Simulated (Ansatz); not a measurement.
VN:
```xyz
8
Lattice="4.1162 0.0000 0.0000 0.0000 4.1162 0.0000 0.0000 0.0000 4.1162" Properties=species:S:1:pos:R:3 pbc="T T T"
V      0.9526     0.9526     0.9526
V      3.1636     3.1636     0.9526
V      0.9526     3.1636     3.1636
V      3.1636     0.9526     3.1636
N      1.0694     1.0694     3.0468
N      3.0468     3.0468     3.0468
N      1.0694     3.0468     1.0694
N      3.0468     1.0694     1.0694
```

Relaxed with PBE. Special points in fractions of this cell's reciprocal vectors: Γ (0.000, 0.000, 0.000); X (0.000, 0.500, 0.000); M (0.500, 0.500, 0.000); R (0.500, 0.500, 0.500).

Problem. List the band energies nearest the Fermi level at these points for plane-wave PAW PBE (Ansatz code).

Solution. In eV from the Fermi level; about four levels below and three above (degenerate sets whole), none deeper than 8.9 eV; points with the same levels are listed once.

```json
[
 {"k": "Γ", "below": "-1.31 -1.31 -1.31 -0.19 -0.19", "above": "0.76 0.76 0.76"},
 {"k": "X", "below": "-2.96 -2.34 -0.51 -0.47", "above": "0.17 0.37 0.62 0.62"},
 {"k": "M", "below": "-5.12 -0.38 -0.06 -0.06", "above": "0.13 0.58 0.60"},
 {"k": "R", "below": "-5.77 -5.77 -5.77 -5.73 -5.73", "above": "0.66 0.66 0.81 0.81 0.81"}
]
```

Space group P-43m. The start of the workflow was typed in or built on a structure type; neither database checked (COD, Materials Project) lists it. It is not the phase usual at ambient conditions (space group No. 225). The PBE relaxation kept the symmetry of its start; its stability against distortions is not shown here. The workflow began spin-polarised and lost its moments.

Potentials: the later of the program's two PAW sets.
